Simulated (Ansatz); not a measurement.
# Scan of one atom of the cell for PbTe (rock salt)

Starting cell, PbTe (rock salt):

```
CELL_PARAMETERS angstrom
      0.00000     3.28451     3.28451
      3.28451     0.00000     3.28451
      3.28451     3.28451     0.00000
ATOMIC_POSITIONS crystal
  Te 0.00000 0.00000 0.00000
  Pb 0.50000 0.50000 0.50000
```

Scan: atom 2 (Pb, nearest neighbour Te at 3.285 Å; its periodic images, 4.6 Å or more away, move with it) is displaced along Cartesian [111], direction (0.577, 0.577, 0.577) in Cartesian axes, by s. The other atoms stay.

These are PBE (plane waves to 420 eV, PAW, scalar-relativistic; Ansatz, an electronic-structure program) values and carry that method's errors. k mesh 7×7×7 (Γ-centred), Fermi-Dirac smearing 0.05 eV. The energy includes the smearing's −TS. Compression counts positive. F∥ is the force on the atom along that direction. PbTe was relaxed with its symmetry unable to fall. Spin-orbit coupling is left out, though Pb and Te are heavy. The zero of ΔE is the undisplaced structure.

```csv
s (Å),ΔE (meV/cell),F∥ (eV/Å),P (GPa)
-0.990,873,2.138,8.92
-0.792,487,1.712,6.04
-0.594,209,1.085,3.53
-0.396,57,0.474,1.60
-0.198,6,0.092,0.40
0.000,0,0.000,-0.01
0.198,6,-0.092,0.40
0.396,57,-0.474,1.60
0.594,209,-1.085,3.53
0.792,487,-1.712,6.04
0.990,873,-2.138,8.92
```

Read from the data:

The energy at s = 0.990 Å is 873 meV/cell and the force along the line at s = -0.990 Å is 2.14 eV/Å. Symmetry of the curve: even: the same for both signs. Shape of the curve: a single well with its minimum at or next to zero displacement.

(A displaced cell: forces are minus the slopes of the energy, force constants its curvatures, and phonons follow from these.)
